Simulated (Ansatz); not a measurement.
AlCo3B (anti-perovskite, space group No. 221) under volume change, DFT-PBE in the program Ansatz with PAW potentials, scaled uniformly.

```json
[
 {"V (Å³/atom)": "9.706", "E − E(relaxed) (meV/atom)": "64.2", "P (GPa)": "23.37"},
 {"V (Å³/atom)": "10.026", "E − E(relaxed) (meV/atom)": "26.9", "P (GPa)": "14.27"},
 {"V (Å³/atom)": "10.346", "E − E(relaxed) (meV/atom)": "6.3", "P (GPa)": "6.54"},
 {"V (Å³/atom)": "10.666", "E − E(relaxed) (meV/atom)": "0.0", "P (GPa)": "-0.03"},
 {"V (Å³/atom)": "10.986", "E − E(relaxed) (meV/atom)": "___", "P (GPa)": "___"},
 {"V (Å³/atom)": "11.306", "E − E(relaxed) (meV/atom)": "___", "P (GPa)": "___"},
 {"V (Å³/atom)": "11.626", "E − E(relaxed) (meV/atom)": "46.7", "P (GPa)": "-14.39"}
]
```

### Question
Fill in the missing entries.

### Answer

- 11.306, E − E(relaxed) (meV/atom): 21.9
- 11.306, P (GPa): -10.35
- 10.986, E − E(relaxed) (meV/atom): 5.8
- 10.986, P (GPa): -5.61

### Question
What does a third-order Birch–Murnaghan fit give for V₀, B₀ and B′?

### Answer
V₀ = 10.66 Å³/atom, B₀ = 202 GPa, B′ = 4.4.

Space group Pm-3m (anti-perovskite). The start of the workflow was typed in or built on a structure type; neither database checked (COD, Materials Project) lists it. Its standing as an ambient phase is unchecked. Symmetry was held in the PBE relaxation; whether a distortion lowers the energy is not shown. Spin order of the final state: ferromagnetic, the only order run, not a proven ground state.

Potentials: the later of the program's two PAW sets.
